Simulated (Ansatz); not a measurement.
**HfPRu (P-62m): electronic heat capacity and spin susceptibility from the density of states**

These are results of DFT r2SCAN, scalar-relativistic, plane waves, PAW (Ansatz), not measurements.

Plane waves to 500 eV, a k mesh through Γ of 6×6×10 on the computed 9-atom cell and Gaussian smearing (0.10 eV); no spin polarisation.

Relaxed cell: P-62m, a = 6.397 Å, b = 6.397 Å, c = 3.781 Å, α = 90.00°, β = 90.00°, γ = 120.00°, 9 atoms in the primitive cell. Whether it is the stable form of this composition wasn't checked.

The density of states at the Fermi level is 5.896 states/eV in the cell of 9 atoms (3 formula units; both spins, tetrahedra on a 9×9×15 mesh).

What Sommerfeld coefficient and Pauli susceptibility does this give?

Per formula unit N(E_F) = 1.965 states/eV. γ = (π²/3) k_B² N(E_F) N_A = 2.357 mJ/(mol K²) per state/eV, so γ = 4.6 mJ/(mol K²), a mole of formula units. χ_P = μ_B² N(E_F) N_A = 3.23×10⁻⁵ emu/mol per state/eV gives 6.4×10⁻⁵ emu/mol. This is the bare band result: a measured γ of the same phase is as a rule larger by a factor 1 + λ from phonons and spin fluctuations, the spin part of χ is larger by the Stoner factor, and a measured χ also holds orbital and core terms. N(E_F) at one energy is sensitive to the mesh where the density of states has sharp peaks.

Spin-orbit coupling is left out, which matters for the bands of heavy elements.

Cost: 1 run of about 12 core-minutes, on Arm Neoverse V1 (shared hosts).